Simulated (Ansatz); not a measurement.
# MgI₂: stationary points along a deformation path

The calculation used Ansatz 0.2.0, DFT PBEsol, scalar-relativistic, plane waves, PAW. Cutoff 420 eV, Γ-centred 6×6×4 k-points, Gaussian smearing of 0.05 eV. No spin polarisation. Energies are free energies at this smearing, counted from the undisturbed cell; pressure is positive in compression.

Zero of the scan (as given, not relaxed at this level; it stands at -0.2 GPa):

```
CELL_PARAMETERS angstrom
4.15370 0.00000 0.00000
-2.07685 3.59721 0.00000
0.00000 0.00000 6.86200
ATOMIC_POSITIONS crystal
Mg 0.00000 0.00000 0.00000
I 0.33333 0.66667 0.75763
I 0.66667 0.33333 0.24237
```

The cell holds layers and no dispersion correction was added, so their binding is poorly described.

At fixed volume and fractional coordinates, lengths along (0.000, 0.000, 1.000) are scaled against those across it; ρ is that ratio over its starting value. V = 34.177 Å³/atom. Δσ is the stress along the axis less the mean stress across it (compression positive).

| ρ | ΔE (meV/atom) | Δσ (GPa) | space group |
| --- | --- | --- | --- |
| 0.800 | 91.7 | 4.78 | P-3m1 |
| 0.850 | 53.9 | 3.95 | P-3m1 |
| 0.920 | 17.4 | 2.46 | P-3m1 |
| 0.960 | 5.4 | 1.47 | P-3m1 |
| 1.000 | 0.0 | 0.38 | P-3m1 |
| 1.050 | 2.4 | -1.11 | P-3m1 |
| 1.100 | 15.0 | -2.72 | P-3m1 |
| 1.200 | 69.9 | -6.28 | P-3m1 |
| 1.300 | 163.3 | -10.25 | P-3m1 |

Problem. How does the stress give the slope of the energy, and where is the energy stationary?

Solution. Along the path d ln(length) is 2/3 d ln ρ on the axis and −1/3 d ln ρ across it, so dE/d ln ρ = −(2/3) V Δσ: the energy falls with ρ where Δσ is positive. Δσ vanishes or changes sign between ρ = 1.000 and 1.050, a minimum (near 1.01 by linear interpolation). Pairs of stationary points between two samples would go unseen, and could change a minimum read from distant neighbours into a maximum.

Problem. Integrate that slope from ρ = 1 to 0.850 by the trapezoid rule.

Solution. With V/N in Å³ and 1 eV/Å³ = 160.2 GPa the slopes at ρ = 1.000, 0.960, 0.920, 0.850 are -53, -209, -350, -562 meV/atom per unit of ln ρ. The steps add 5.4 + 11.9 + 36.1 = 53.3 meV/atom, against 53.9 from the energies; the trapezoid rule misses the curvature of the slope within each step.

Forces appear on the atoms along this scan, and letting them relax would lower the energy and soften the response.